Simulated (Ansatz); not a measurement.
Ansatz input

```yaml
crystal:
  lattice:
    - [-3.1851082602, 3.1792140014, 1.2874079207]
    - [3.1792140014, -3.1851082602, 1.2874079207]
    - [1.6306905604, 1.6306905604, -1.2982032664]
  atoms:
    - { symbol: Pd, position: [0.9998773009, 0.0001226991, 1.0], spin: 0.5 }
    - { symbol: Pd, position: [0.7501226991, 0.2498773009, 0.5], spin: 0.5 }
hamiltonian:
  xc: mr2scan
  pseudopotentials:
    kind: paw
    azcp:
      Pd: "pseudopotentials/Pd.paw.azcp"
basis:
  ecutwfc: 500
  fft_grid_basis: typed
kpoints:
  mp_grid: { grid: [15, 15, 15], shift: [0, 0, 0] }
magnetization:
  spin_polarized: true
scf:
  occupations: { method: fermi_dirac, width: 0.05 }
  lower_state_search: "off"
output:
  stress: true
```

and its output:

```
Engine: ansatz 0.2.0, aarch64-unknown-linux-gnu
Pseudopotentials: kind: paw
Pseudopotential: Pd, paw, valence charge 18, recommended cutoff 500 eV (meta_gga) 
Functional definition: m-r2SCAN
  exchange = m_r2scan_x
  correlation = m_r2scan_c
Crystal: 2 atoms, lattice volume = 26.673 Å³
Basis set: ecut = 500 eV, 673 PW (Γ), exchange–correlation on 144×144×80 points (64 copies of the dense FFT grid, shifted against one another)
Bands: 23, of which v1, the nominal top of the filled ones, is band 18 counted from 1 (17 counted from 0)
Symmetry: 4 space group operations
Space group: C2/c (ITA 15), of the structure as read, at distance tolerance 3.0e-5 Å
Magnetic group: BNS 15.85 (UNI 92), of the structure as read, at distance tolerance 3.0e-5 Å
k-points: 904 of 3375
Non-local potential: Pd, projectors of the file, l = 0: 2, l = 1: 2, l = 2: 2, l = 3: 1
PAW form: soft (Blöchl's): semilocal exchange-correlation on the pseudo side does not see the compensation charge
PAW frozen core: Pd, regenerated for the run's functional (the file was generated under x = pbe(κ = 0.804, μ = 0.2195149727645171), c = pbe(β = 0.06672455060314922))
PAW one-centre angular grid: Pd, 590 points (default); XC on 160 Gauss nodes
Initial density: superposition of atomic densities (chi_scale 0.1, normalization cell)
Starting moments: Σ|m| = 1 μB on 2 of 2 sites
Initial wavefunctions: pseudopotential atomic-orbital guess
Functional: x = mr2scan, c = mr2scan; τ floored in thin density (d = 2e-4 eV/Å³)
SCF iter   1: F=-13969.218844 eV  HF=-13971.972579 eV  |F-HF|=2.75e0  |Δ(HF+E_count)|=         —  Δρ=7.86e-2 (↑7.86e-2 ↓5.31e-2)  dr2=4.17e0  dr2_τ=1.50e-2  dr2_m=8.10e-2  M=0.529 μB ∫|m|=0.538 μB  β_m=0.30  ethr=3.10e-3  ⟨swp⟩=5.6  Hψ=180643  notcnv=0
SCF iter   2: F=-13970.451873 eV  HF=-13971.213344 eV  |F-HF|=7.61e-1  |Δ(HF+E_count)|=   7.59e-1  Δρ=4.91e-2 (↑4.91e-2 ↓3.20e-2)  dr2=1.52e0  dr2_τ=2.05e-2  dr2_m=4.69e-2  M=0.498 μB ∫|m|=0.509 μB  β_m=0.30  ethr=3.10e-3  ⟨swp⟩=3.0  Hψ=90690  notcnv=0  defer=767  κ⁻¹=1.0e0(r=1)
SCF iter   3: F=-13971.013605 eV  HF=-13970.937573 eV  |F-HF|=7.60e-2  |Δ(HF+E_count)|=   2.76e-1  Δρ=1.61e-2 (↑1.46e-2 ↓1.61e-2)  dr2=5.85e-2  dr2_τ=8.35e-3  dr2_m=2.80e-2  M=0.465 μB ∫|m|=0.477 μB  β_m=0.30  ethr=3.10e-3  ⟨swp⟩=2.1  Hψ=74151  notcnv=0  defer=767  κ⁻¹=2.1e-3(r=2)
SCF iter   4: F=-13971.018632 eV  HF=-13971.014947 eV  |F-HF|=3.69e-3  |Δ(HF+E_count)|=   7.74e-2  Δρ=1.15e-2 (↑6.77e-3 ↓1.15e-2)  dr2=8.07e-3  dr2_τ=5.01e-4  dr2_m=1.90e-2  M=0.428 μB ∫|m|=0.440 μB  β_m=0.30  ethr=1.63e-4  ⟨swp⟩=3.0  Hψ=99830  notcnv=0  defer=830  κ⁻¹=1.7e-5(r=3)
SCF iter   5: F=-13971.023852 eV  HF=-13971.019349 eV  |F-HF|=4.50e-3  |Δ(HF+E_count)|=   4.40e-3  Δρ=8.42e-3 (↑8.42e-3 ↓6.93e-3)  dr2=7.93e-4  dr2_τ=3.29e-4  dr2_m=1.43e-2  M=0.389 μB ∫|m|=0.403 μB  β_m=0.30  ethr=2.24e-5  ⟨swp⟩=2.0  Hψ=81276  notcnv=0  defer=830  κ⁻¹=9.3e-6(r=4)
SCF iter   6: F=-13971.025306 eV  HF=-13971.022114 eV  |F-HF|=3.19e-3  |Δ(HF+E_count)|=   2.76e-3  Δρ=7.15e-3 (↑5.99e-3 ↓7.15e-3)  dr2=4.14e-4  dr2_τ=1.89e-4  dr2_m=1.05e-2  M=0.358 μB ∫|m|=0.372 μB  β_m=0.30  ethr=2.20e-6  ⟨swp⟩=2.0  Hψ=76462  notcnv=0  defer=830  κ⁻¹=1.3e-6(r=5)
SCF iter   7: F=-13971.026507 eV  HF=-13971.023922 eV  |F-HF|=2.59e-3  |Δ(HF+E_count)|=   1.81e-3  Δρ=5.86e-3 (↑5.86e-3 ↓5.66e-3)  dr2=1.23e-5  dr2_τ=1.44e-4  dr2_m=8.10e-3  M=0.328 μB ∫|m|=0.342 μB  β_m=0.30  ethr=1.15e-6  ⟨swp⟩=2.5  Hψ=82246  notcnv=0  defer=830  κ⁻¹=1.7e-7(r=6)
SCF iter   8: F=-13971.027300 eV  HF=-13971.025320 eV  |F-HF|=1.98e-3  |Δ(HF+E_count)|=   1.40e-3  Δρ=5.09e-3 (↑5.07e-3 ↓5.09e-3)  dr2=1.47e-6  dr2_τ=1.10e-4  dr2_m=6.31e-3  M=0.302 μB ∫|m|=0.316 μB  β_m=0.30  ethr=3.42e-8  ⟨swp⟩=2.0  Hψ=61858  notcnv=0  defer=830  κ⁻¹=1.7e-8(r=7)
...
SCF iter  17: F=-13971.031402 eV  HF=-13971.031390 eV  |F-HF|=1.19e-5  |Δ(HF+E_count)|=   9.99e-5  Δρ=2.01e-5 (↑1.90e-5 ↓2.01e-5)  dr2=1.58e-9  dr2_τ=4.54e-9  dr2_m=9.13e-8  M=0.004 μB ∫|m|=0.005 μB  β_m=1.20  ethr=6.44e-11  ⟨swp⟩=4.7  Hψ=150920  notcnv=0  κ⁻¹=4.8e-7(r=7)
SCF iter  18: F=-13971.031402 eV  HF=-13971.031399 eV  |F-HF|=3.89e-6  |Δ(HF+E_count)|=   8.67e-6  Δρ=1.09e-5 (↑1.00e-5 ↓1.09e-5)  dr2=4.22e-10  dr2_τ=1.33e-9  dr2_m=2.63e-8  M=0.002 μB ∫|m|=0.003 μB  β_m=1.20  ethr=4.38e-12  ⟨swp⟩=4.0  Hψ=130488  notcnv=0  κ⁻¹=2.2e-7(r=8)
SCF iter  19: F=-13971.031403 eV  HF=-13971.031403 eV  |F-HF|=4.43e-9  |Δ(HF+E_count)|=   4.22e-6  Δρ=5.31e-7 (↑4.03e-7 ↓5.31e-7)  dr2=2.89e-11  dr2_τ=1.91e-12  dr2_m=2.25e-11  M=0.000 μB ∫|m|=0.000 μB  ethr=1.17e-12  ⟨swp⟩=4.0  Hψ=131864  notcnv=0
WARN: the starting moments were not kept: the SCF closed with an absolute magnetisation of 6.4e-5 μB, where they sum to 1 μB in size (2 sites). That is at most 0.1 of that sum. Measured as dr2_m measures the in/out step, that magnetisation stands 1.8e-9 eV from none, at or under the dr2_threshold of 1.0e-7 eV: it is no larger than a step whose dr2_m would equal this threshold. The system may hold no moment; this SCF shows only that its start led to no more than that. To try another start: raise the starting moments (crystal.atoms[].spin, magnetization.per_species, magnetization.initial_magnetization, or on a non-collinear deck that types none of these the spinor_matrix: blocks that start its atoms; where the total moment is fixed, keep their sum and leave initial_magnetization as it is; typed ones take the place of any that the run laid by itself, positive ones on a crystal's lanthanoids without a Hubbard term where scf.initial_density.shell_occupations: [] is typed) or, if the notice of its spin-set hold's release reads "site moments contracting" or "site moments show no strong build", lengthen the hold (scf.mixing.spin_hold: { on: { confirm: 4 } }; for m-r²SCAN on two components see the key's manual first). Each may lead to a state that holds a moment. A second SCF, from the converged charge density, with the starting moments and any scf.initial_density.shell_occupations laid on it anew, would have followed, and was not run: the deck does not ask for one (magnetization.retry_lost_moments is false, the default). To let it run, set magnetization.retry_lost_moments: true and run the deck again, where that key's refused combinations let it; where memory then withholds it, that run's warning says so.
SCF 1 converged in 19 iterations: F = -13971.031403 eV  dr2 = 2.89e-11
this state was not tested for a lower state beside it, because the mixer in use, unlike msr1, does not test its closes by its own steps (another_mixer; see scf.mixing.algorithm and scf.lower_state_search)
SCF converged after 19 iterations
Magnetization: 0.0001 μB (18.0000 up, 18.0000 down)
Absolute magnetization: 0.0001 μB (∫|ρ↑−ρ↓|, with the PAW one-centre terms)
Spin contamination: 0.0000 ħ² per cell (⟨S²⟩ above its minimum at these occupations)
Per-site moments (μB) at R_I (Å): [(3.08892766455395e-5, 1.0621171004729417), (3.088927664566316e-5, 1.0621171004729417)]
Free energy (F): -13971.031403 eV
Harris-Foulkes:  -13971.031403 eV  (|F-HF|=4.43e-9)
Internal energy: -13971.004657 eV  (E = F + TS)
E sigma→0 (E₀):  -13971.018030 eV
Entropy (-TS):   -0.026746 eV (-13.373 meV/atom)
Fermi energy:    22.433914 eV
--- Per-component energies (eV) ---
  E_band       = -221.639106
  E_kinetic    = 1037.882929
  E_local      = -3237.721182  (includes V_loc(G=0)·N_el)
  E_nonlocal   = 435.347084
  E_hartree    = 1337.057250
  E_xc         = -323.392932
  E_vxc        = -469.124521  (∫ρ·V_xc dr)
  E_paw        = -7544.844707  (= ΣΔE_a)
  E_vpaw       = -696.515720  (= ΣTr[D̂ρ^β])
  E_aug_tail   = 0.000209  (compensation charges beyond the density's cutoff)
  E_vtau       = 34.377693  (kinetic-family band-sum trace: ∫τ·v_τ [+ j·A + Jᵃ·Aᵃ] dr)
  E_ewald      = -5674.429135
  E_core_change = -0.904173  (= ΣΔE_core)
  E_smearing   = -0.026746  (= −TS)
  E_closure    = -0.000000  (closes the sum)
  Σ components = -13971.031403   (vs F -13971.031403, Δ=0.00e0)
--- Stress (GPa, compression-positive) ---
       31.991435       0.668443       0.461551
        0.668443      31.991435       0.461551
        0.461551       0.461551      32.989726
  P = ⅓ Tr σ = 32.3242 GPa (323.242 kbar)
```

Launched by

```sh
ansatz run input.yaml --threads 2 --pin off --max-ram 5120MiB --backend cpu --events-out ev --progress --plain --runs-dir out
```

On 2 threads of Arm Neoverse V2 (shared host) this took about 170 s of wall time and 340 s of CPU time, with 1.2 GiB at the peak.
